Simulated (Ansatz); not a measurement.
NiSi (MnP type, space group Pnma)

Space group Pnma (No. 62); a = 5.1898 Å, b = 3.3503 Å, c = 5.6236 Å, α = β = γ = 90.00°

```
atom  site  symmetry       x       y       z
----  ----  --------  ------  ------  ------
Ni      4c       .m.  0.0079  0.2500  0.8118
Si      4c       .m.  0.1792  0.2500  0.4172
```

This relaxed cell (volume V₀) is scaled evenly in all directions, its shape held. The atoms relax within the cell's symmetry.

These are PBE (plane waves to 420 eV, PAW, scalar-relativistic; Ansatz, an electronic-structure program) values and carry that method's errors. k mesh 9×14×8 (Γ-centred), Fermi-Dirac smearing 0.05 eV. The energy includes the smearing's −TS. Stress and pressure are positive under compression. NiSi is run without spin polarisation. NiSi was relaxed with its symmetry unable to fall. The PAW data are Ansatz's earlier set. ΔE is measured from the relaxed starting cell.

**Question.** Give the computed ΔE (eV/atom) and P (GPa) at V/V₀ = 0.900, 0.940, 0.960, 0.980, 1.060, 1.100.

**Answer.** 
```
V/V₀   ΔE (eV/atom)  P (GPa)
-----  ------------  -------
0.900         0.078     22.6
0.940         0.026     12.0
0.960         0.011      7.5
0.980         0.003      3.6
1.060         0.021     -8.5
1.100         0.053    -12.7
```

(A scan under strain: stresses follow from slopes of the energy per volume, elastic moduli from its curvatures.)
